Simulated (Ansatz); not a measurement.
## ZrF₂: start and end of a relaxation

A trial structure of ZrF₂ was built thus: random cell by space group and Wyckoff sites (I4_1/amd, No. 141). Lengths were set from tabulated atomic sizes, so they are only a guess.

POSCAR.start

```
Zr F
1.0
    -2.16985    2.16985    3.20620
     2.16985   -2.16985    3.20620
     2.16985    2.16985   -3.20620
Zr F
2 4
Direct
  0.25000 0.75000 0.50000
  0.50000 0.50000 0.00000
  0.37500 0.12500 0.25000
  0.87500 0.12500 0.75000
  0.87500 0.12500 0.25000
  0.87500 0.62500 0.75000
```

Method: DFT PBE, scalar-relativistic, plane waves, PAW in Ansatz 0.2.0. Cutoff 420 eV, Gaussian smearing, Γ-centred meshes. Cell and atoms relax first on a coarse mesh and then on a finer one. In between, the cell is made exact in the group found at 0.06 Å. In metals the finer mesh still leaves noise of several meV/atom or more. The steps can't lower the symmetry of their start. No spin polarisation in the relaxation; trial moments died out in a coarse test.

POSCAR.end

```
Zr F
1.0
    -2.00432    2.00432    4.84444
     2.00432   -2.00432    4.84444
     2.00432    2.00432   -4.84444
Zr F
2 4
Cartesian
  2.0043 0.0000 2.4222
  0.0000 0.0000 4.8444
  0.0000 1.0022 1.2111
  0.0000 3.0065 1.2111
  -1.0022 2.0043 3.6333
  1.0022 2.0043 3.6333
```

The symmetry stays I4_1/amd (No. 141). The volume per atom grows by 28.9 %, from 10.1 to 13.0 Å³. The shortest distance goes from 2.17 Å (F–F) to 2.00 Å (F–F). The ratio c/a of the conventional cell changes by a factor of 1.64. The energy falls by about 0.53 eV/atom (the start's value is from the coarse mesh).

```yaml
Volume_per_atom: 12.97 Å³
Density: 5.51 g/cm³
Energy_over_the_elements: −1.63 eV/atom
Gap_on_the_14×14×14_mesh_of_the_6-atom_cell: 0 eV (a metal)
```

Energies over the elements count from the elements' standard structures at the same level (F₂ as a molecule), with no fitted energy shifts. Whether it is stable depends on the other phases of the system, which aren't compared here.

The last run used Gaussian smearing of 0.10 eV. A structure relaxed within its symmetry needn't be a true minimum. In all, the 3 runs took 70 s on 1 thread of AMD EPYC 9R45 96-Core Processor (Zen 5) (shared host).
